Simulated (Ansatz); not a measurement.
Ti2Pd (MoSi2 or CaC2 type, I4/mmm), the program Ansatz at the PBE level (PAW), all energies at zero smearing, with the estimated change up to a 700 eV cutoff added, with one set of potentials and settings (totals compare only within such a set). Cell of 3 atoms (1 Pd, 2 Ti): -11973.541 eV.

| element | reference phase | E (eV/atom) |
|---|---|---|
| Pd | Fm-3m, 1 atoms in the cell | -6972.8544 |
| Ti | P6/mmm, 3 atoms in the cell | -2499.6739 |

Formation energy per atom, worked out: (-11973.541 − 1×(-6972.8544) − 2×(-2499.6739))/3 = -0.446 eV/atom (-43 kJ per mol of atoms), at 0 K, without zero-point energy or fitted corrections.

The workflow started from an entry of the Crystallography Open Database (COD). Whether it is the stable phase at ambient conditions was not checked. The cell was relaxed with PBE under the symmetry of its start; whether a distortion lowers the energy is not shown. No spin polarisation was allowed. The references are the lowest solids computed at this level, not always the standard phases.

Potentials: the later of the program's two PAW sets.
